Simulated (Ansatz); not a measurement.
ScPt (CsCl type, space group No. 221) under volume change, r²SCAN (plane waves, PAW; program Ansatz), scaled uniformly.

| V (Å³/atom) | E − E(relaxed) (meV/atom) | P (GPa) |
|---|---|---|
| 16.138 | [?] | [?] |
| 16.670 | 33.5 | 10.65 |
| 17.202 | [?] | [?] |
| 17.734 | 0.0 | 0.00 |
| 18.266 | 7.1 | -4.16 |
| 18.798 | 26.9 | -7.69 |
| 19.330 | 57.6 | -10.67 |

What belongs in the gaps?


- 17.202, E − E(relaxed) (meV/atom): 7.9
- 17.202, P (GPa): 4.90
- 16.138, E − E(relaxed) (meV/atom): 79.8
- 16.138, P (GPa): 17.40

What does a third-order Birch–Murnaghan fit give for V₀, B₀ and B′?

V₀ = 17.73 Å³/atom, B₀ = 150 GPa, B′ = 4.4.

Space group Pm-3m (CsCl type). The workflow started from an entry of the Crystallography Open Database (COD). Whether it is the stable phase at ambient conditions was not checked. The cell was relaxed with r²SCAN under the symmetry of its start; whether a distortion lowers the energy is not shown. The run is not spin-polarised. Scalar-relativistic: spin–orbit coupling is off unless named, which matters more the heavier the elements.

Potentials: the later of the program's two PAW sets.
